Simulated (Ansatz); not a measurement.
**W started on a Mg site in antifluorite Mg2Si, 96 atoms, charge +2**

Method: DFT, PBEsol, PAW, plane waves in Ansatz.

Command:

```sh
ansatz run in.yaml --threads 8 --pin off --max-ram 118750MiB --runs-dir r --events-out ev --progress --plain --backend cuda --devices 0, --max-vram 170GiB
```

The input less its lattice and atoms:

```yaml
crystal:
  symmetry: { detect: false }
kpoints:
  mp_grid: { grid: [1, 1, 1], shift: [0.25, 0.25, 0.25] }
hamiltonian:
  xc: pbesol
total_charge: 2
scf:
  occupations: { method: fermi_dirac, width: 0.01 }
relax:
  f_tol: 0.03
  max_steps: 80
  escape_saddle: false
  adjacent_minimum: "off"
output:
  forces: true
  eigenvalues: true
  populations: true
  charged_corrections: { epsilon: 19 }
```

Start:

```xyz
96
Lattice="12.6495 0.0000 0.0000 0.0000 12.6495 0.0000 0.0000 0.0000 12.6495" Properties=species:S:1:pos:R:3 pbc="T T T"
Mg    4.7520    1.6010    1.5811
Mg    4.7482    1.5650    7.9103
Mg    4.7178    7.9072    1.5894
Mg   11.0775    1.5968    1.5931
Mg   11.0806    1.5838    7.9245
Mg   11.0815    7.9255    1.6183
Mg   11.0555    7.8835    7.8970
Mg    1.5603    4.7612    1.5673
Mg    1.6050    4.7385    7.9097
Mg    1.5616   11.0726    1.5901
Mg    1.5685   11.0909    7.9129
Mg    7.9148    4.7740    1.5880
Mg    7.9123    4.7360    7.8985
Mg    7.8930   11.0492    1.5510
Mg    7.9342   11.0769    7.9285
Mg    1.5711    1.5645    4.7549
Mg    1.5734    1.5755   11.0492
Mg    1.6029    7.9352    4.7455
Mg    1.5664    7.8845   11.0610
Mg    7.9323    1.5845    4.7577
Mg    7.9036    1.5813   11.0545
Mg    7.9062    7.9324    4.7307
Mg    7.9337    7.8960   11.0314
Mg    1.5852    1.5737    1.5824
Mg    1.5758    1.5725    7.9408
Mg    1.5679    7.8942    1.5735
Mg    1.6225    7.9042    7.9451
Mg    7.9371    1.5356    1.5814
Mg    7.9234    1.5868    7.9111
Mg    7.8949    7.9179    1.5538
Mg    7.8854    7.8920    7.9274
Mg    4.7203    4.7387    4.7334
Mg    4.7385    4.7283   11.0810
Mg    4.7472   11.0805    4.7500
Mg    4.7629   11.0448   11.0691
Mg   11.0923    4.7525    4.7687
Mg   11.0943    4.7645   11.0519
Mg   11.0501   11.0810    4.7640
Mg   11.0719   11.0679   11.0656
Mg    4.7378    4.7318    1.5855
Mg    4.7121    4.7511    7.9119
Mg    4.7543   11.0928    1.5502
Mg    4.7487   11.0667    7.8996
Mg   11.0475    4.7272    1.5725
Mg   11.0994    4.7018    7.9291
Mg   11.0916   11.0878    1.5740
Mg   11.0710   11.0646    7.9218
Mg    4.7204    1.5697    4.7350
Mg    4.7298    1.5899   11.0395
Mg    4.7528    7.9273    4.7555
Mg    4.7422    7.9045   11.0204
Mg   11.0607    1.5831    4.7616
Mg   11.0775    1.5622   11.0559
Mg   11.0174    7.9175    4.7548
Mg   11.0578    7.8722   11.0811
Mg    1.5381    4.7494    4.7439
Mg    1.5593    4.7661   11.0511
Mg    1.5494   11.0738    4.7716
Mg    1.6021   11.0761   11.0696
Mg    7.9097    4.7235    4.7584
Mg    7.8982    4.7308   11.0947
Mg    7.8970   11.0763    4.7069
Mg    7.9224   11.0722   11.0526
W     4.7421    7.8919    7.9272
Si   12.6426   12.6184   12.6228
Si   12.6069   12.6335    6.3246
Si    0.0040    6.2933   12.6378
Si    0.0155    6.3554    6.3742
Si    6.2992    0.0225    0.0172
Si    6.2966    0.0033    6.3465
Si    6.2895    6.3496    0.0142
Si    6.3070    6.2853    6.3524
Si    3.1422    3.1730    0.0163
Si    3.1648    3.1380    6.3132
Si    3.1718    9.4872   12.6378
Si    3.1842    9.4636    6.3264
Si    9.4965    3.1622   12.6439
Si    9.5027    3.1681    6.3418
Si    9.4433    9.4835    0.0065
Si    9.4761    9.4735    6.3204
Si    3.1901    0.0202    3.1722
Si    3.2363    0.0161    9.4891
Si    3.1559    6.3481    3.1684
Si    3.1656    6.3229    9.4642
Si    9.5438   12.6386    3.1747
Si    9.4804    0.0364    9.5125
Si    9.4871    6.3305    3.1629
Si    9.4649    6.3266    9.4965
Si   12.6404    3.1391    3.1719
Si    0.0015    3.1747    9.5145
Si    0.0052    9.4658    3.1818
Si    0.0001    9.4925    9.4742
Si    6.3360    3.1616    3.1828
Si    6.3302    3.1280    9.5241
Si    6.3387    9.4913    3.1591
Si    6.3384    9.4567    9.5035
```

Steps:

| step | energy less the first (eV) | largest force component (eV/Å) |
| --- | --- | --- |
| start | 0.000 | 1.221 |
| 1 | -1.076 | 0.308 |
| 2 | -1.146 | 0.092 |
| 3 | -1.154 | 0.074 |
| 4 | -1.156 | 0.110 |
| 5 | -1.160 | 0.009 |
| 6 | -1.160 | 0.009 |

End:

```
Mg W Si
1.0
    12.64950    0.00000    0.00000
     0.00000   12.64950    0.00000
     0.00000    0.00000   12.64950
Mg W Si
63 1 32
Direct
  0.37474 0.12533 0.12574
  0.37495 0.12531 0.62527
  0.37496 0.62486 0.12559
  0.87535 0.12524 0.12563
  0.87541 0.12537 0.62502
  0.87542 0.62464 0.12571
  0.87540 0.62491 0.62523
  0.12493 0.37487 0.12528
  0.12402 0.37389 0.62250
  0.12492 0.87530 0.12587
  0.12406 0.87531 0.62813
  0.62539 0.37487 0.12593
  0.62545 0.37395 0.62820
  0.62559 0.87556 0.12537
  0.62644 0.87639 0.62151
  0.12490 0.12490 0.37523
  0.12494 0.12555 0.87567
  0.12406 0.62213 0.37441
  0.12402 0.62781 0.87583
  0.62538 0.12557 0.37520
  0.62560 0.12501 0.87590
  0.62551 0.62783 0.37430
  0.62638 0.62112 0.87670
  0.12384 0.12504 0.12544
  0.12518 0.12481 0.62521
  0.12519 0.62486 0.12533
  0.12323 0.62496 0.62557
  0.62592 0.12505 0.12541
  0.62461 0.12511 0.62513
  0.62462 0.62477 0.12544
  0.62667 0.62418 0.62453
  0.37219 0.37400 0.37438
  0.37786 0.37389 0.87583
  0.37791 0.87544 0.37428
  0.37122 0.87631 0.87667
  0.87498 0.37484 0.37519
  0.87561 0.37489 0.87566
  0.87566 0.87530 0.37524
  0.87506 0.87552 0.87590
  0.37492 0.37509 0.12532
  0.37513 0.37319 0.62555
  0.37483 0.87454 0.12545
  0.37428 0.87651 0.62448
  0.87514 0.37377 0.12541
  0.87495 0.37513 0.62519
  0.87509 0.87581 0.12541
  0.87518 0.87458 0.62515
  0.37490 0.12490 0.37547
  0.37484 0.12505 0.87492
  0.37524 0.62512 0.37343
  0.37419 0.62407 0.87683
  0.87512 0.12503 0.37413
  0.87511 0.12504 0.87620
  0.87500 0.62482 0.37544
  0.87513 0.62478 0.87488
  0.12433 0.37424 0.37461
  0.12673 0.37668 0.87316
  0.12672 0.87285 0.37694
  0.12414 0.87554 0.87585
  0.62288 0.37670 0.37704
  0.62560 0.37405 0.87592
  0.62565 0.87556 0.37442
  0.62369 0.87362 0.87398
  0.37509 0.62494 0.62531
  0.00006 0.00003 0.00040
  0.00100 0.99894 0.50053
  0.00100 0.50017 0.99933
  0.00007 0.50033 0.50071
  0.50013 0.99867 0.99903
  0.49948 0.99989 0.50086
  0.49945 0.50050 0.00025
  0.48852 0.50984 0.51020
  0.25021 0.25091 0.99934
  0.25043 0.24998 0.50072
  0.25060 0.74939 0.00024
  0.25993 0.73834 0.51019
  0.75013 0.24999 0.00044
  0.74902 0.25094 0.50052
  0.74871 0.75005 0.99901
  0.74999 0.74941 0.50087
  0.25022 0.99896 0.25128
  0.25059 0.99987 0.74975
  0.25042 0.50035 0.25036
  0.25990 0.50981 0.73877
  0.75014 0.00006 0.25035
  0.74873 0.99867 0.75043
  0.74904 0.50016 0.25128
  0.74995 0.50050 0.74975
  0.00006 0.24998 0.25035
  0.00097 0.25090 0.75065
  0.00098 0.75029 0.25127
  0.00027 0.74967 0.75003
  0.50036 0.25093 0.25130
  0.49974 0.25019 0.75004
  0.49977 0.74969 0.25051
  0.48808 0.73797 0.73832
```

The run converged.

Time: 6.7 s of wall time on one NVIDIA GB200 with 8 processor threads, on a host shared with other runs; peak host memory 2.1 GiB.

Q: How much energy did the relaxation gain, and which atom moved most?

A: 1.16 eV in 6 steps, from a start with small random displacements; atom 96 (Si) moved 0.26 Å, the median atom 0.03 Å (drift of the whole cell removed).

The run had no spin, and a state with a moment may lie lower. The one k point has no symmetry partners, which can distort the end along one axis.
